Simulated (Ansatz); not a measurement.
CaCdF4 on the sites of the fluorite structure (relaxed group P4/mmm) was relaxed with 3 functionals in the plane-wave code Ansatz, cell and atoms free, the symmetry of the start kept (meshes: PBE 6×6×4, r2SCAN 6×6×4, PBEsol 6×6×4). Values at 0 K without nuclear motion; spin polarisation is off, and the phase may be a hypothetical one.

The PBE result:
```
CELL_PARAMETERS angstrom
3.88785 0.00000 0.00000
0.00000 3.88785 0.00000
0.00000 0.00000 5.49682
ATOMIC_POSITIONS crystal
Cd 0.00000 0.00000 0.00000
F 0.00000 0.50000 0.74963
F 0.00000 0.50000 0.25037
Ca 0.50000 0.50000 0.50000
F 0.50000 0.00000 0.25037
F 0.50000 0.00000 0.74963
```

The symmetry is P4/mmm (No. 123, tetragonal); a = 3.888 Å, c = 5.497 Å in the conventional setting, 13.85 Å³ an atom. Around Cd lie 8 F at 2.38 Å; around F lie 2 Ca at 2.38 Å and 2 Cd at 2.38 Å; around Ca lie 8 F at 2.38 Å.

Question: Order the functionals by the relaxed volume, smallest first.
A. PBEsol
B. r2SCAN
C. PBE

Answer: A (13.16 Å³/atom), B (13.23 Å³/atom), C (13.85 Å³/atom).

Question: What lattice does r2SCAN give?

Answer: a = 3.829 Å, c = 5.415 Å; the volume differs by -4.5 % from PBE's. Cd is surrounded by 8 F at 2.34 Å; F is surrounded by 2 Cd at 2.34 Å and 2 Ca at 2.35 Å; Ca is surrounded by 8 F at 2.35 Å.

Question: What lattice does PBEsol give?

Answer: a = 3.822 Å, c = 5.404 Å; the volume differs by -5.0 % from PBE's. Around Cd lie 8 F at 2.34 Å; around F lie 2 Cd at 2.34 Å and 2 Ca at 2.34 Å; around Ca lie 8 F at 2.34 Å.

Question: Held at the r2SCAN cell, what mean stress does PBE find, and does its sign point to its own minimum?

Answer: Yes. PBE +4.40 GPa, and its relaxed volume is +4.7 % from r2SCAN's. Compression counts positive, so a positive stress asks for a larger cell.
